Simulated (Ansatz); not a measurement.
**From a trial cell to the properties of LuP in the rocksalt structure**

Computed with Ansatz (plane waves, PAW, 420 eV cutoff): PBEsol, scalar-relativistic, no spin polarisation, Γ-centred 10×10×10 mesh, 0.05 eV Gaussian smearing. The datasets are Ansatz's generated set soft_2.

The cell was built from a prototype; rock salt is the usual structure of such lanthanide and actinide compounds.

Starting cell:

```
Lu P
1.0
     0.00000    2.82100    2.82100
     2.82100    0.00000    2.82100
     2.82100    2.82100    0.00000
Lu P
1 1
Cartesian
  2.8210 2.8210 2.8210
  0.0000 0.0000 0.0000
```

The first steps of the search for zero pressure:

```csv
run,level,k-mesh,kind,V (Å³/atom),P (GPa),gap on the mesh (eV)
1,PBEsol,10×10×10,fixed cell,22.45,-8.1,metal
```

(1) At which volume does PBEsol reach zero pressure?

Answer:

(1) About 20.2 Å³/atom, about 10 % under the start.

The steps that followed:

```csv
run,level,k-mesh,kind,V (Å³/atom),P (GPa),E − E(final) (meV/atom),gap on the mesh (eV)
2,PBEsol,10×10×10,fixed cell,21.24,-4.3,14.3,metal
3,PBEsol,10×10×10,fixed cell,20.22,-0.1,0.0,metal
```

Cell and atoms are those of this level's equilibrium.

The final structure (symmetry read at 0.01 Å). It takes space group Fm-3m (No. 225, cubic). Conventional cell: a = 5.448 Å, b = 5.448 Å, c = 5.448 Å, α = 90.00°, β = 90.00°, γ = 90.00°. Lu (site symmetry m-3m) is surrounded by 6 P at 2.72 Å. Around P (site symmetry m-3m) lie 6 Lu at 2.72 Å. (Shells end 15 % past the nearest neighbour.)

```
atom  site  symmetry       x       y       z
  Lu    4b      m-3m  0.5000  0.0000  0.0000
   P    4a      m-3m  0.0000  0.0000  0.0000
```

At the final geometry the gap, band path included, is zero (metallic). The equation of state gives B0 = 94 GPa and B0′ = 3.2. Against the elements' standard states, run alike and uncorrected, the formation energy is -1.61 eV/atom. 

**What lies behind the numbers.**

Formal charges Lu³⁺, P³⁻ balance and leave closed shells on every ion, yet the run finds no gap: the anions' valence bands overlap the cations' empty bands by 1.4 eV on the mesh. A better functional would shrink the overlap, but with one this large it would likely leave a semimetal or metal.

For elements this heavy, spin–orbit coupling would shift levels and gaps; it isn't included here.
